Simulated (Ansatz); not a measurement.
A geometry of CsPbCl$_{3}$ away from equilibrium: step 14 of the relaxation of a randomly generated symmetric cell of CsPbCl3 (space group No. 39). All values below come from r2SCAN (plane waves to 500 eV, PAW, scalar-relativistic; Ansatz, a first-principles code). Γ-centred k-mesh 3×4×4 on the run's cell (coarser than for final values), Fermi–Dirac smearing 0.05 eV. The plane waves were selected for a different cell earlier on the path.

```
CELL_PARAMETERS angstrom
      9.30063     0.00000     0.00000
      0.00000     3.80421     4.89520
      0.00000    -3.80421     4.89520
ATOMIC_POSITIONS crystal
  Cl 0.79476 0.02257 0.52257
  Cl 0.20524 0.52257 0.02257
  Cl 0.25576 0.15009 0.65009
  Cl 0.74424 0.65009 0.15009
  Cl 0.53115 0.35940 0.85940
  Cl 0.46885 0.85940 0.35940
  Cs 0.09810 0.84514 0.34514
  Cs 0.90190 0.34514 0.84514
  Pb 0.50000 0.89650 0.89650
  Pb 0.50000 0.39650 0.39650
```

Problem. Give the Cartesian forces on all atoms (eV/Å).

Solution. 
| atom | Fx | Fy | Fz |
|---|---|---|---|
| Cl1 | -0.53 | 0.00 | 0.44 |
| Cl2 | 0.53 | 0.00 | 0.44 |
| Cl3 | 0.06 | 0.00 | 0.04 |
| Cl4 | -0.06 | 0.00 | 0.04 |
| Cl5 | 0.46 | 0.00 | -0.17 |
| Cl6 | -0.46 | 0.00 | -0.17 |
| Cs7 | -0.09 | 0.00 | -0.02 |
| Cs8 | 0.09 | 0.00 | -0.02 |
| Pb9 | 0.00 | 0.00 | -0.28 |
| Pb10 | 0.00 | 0.00 | -0.28 |

The path ends in Aem2 (No. 39). No spin polarisation in the result.

The run could not lose the symmetry of its start, so the end can be a saddle point.

The end of the path is a generated cell of CsPbCl3: the first start was made by a random draw of sites in a space group, and the end was not matched to a known phase here, so it may be hypothetical. Known forms of CsPbCl3 include space group No. 221.
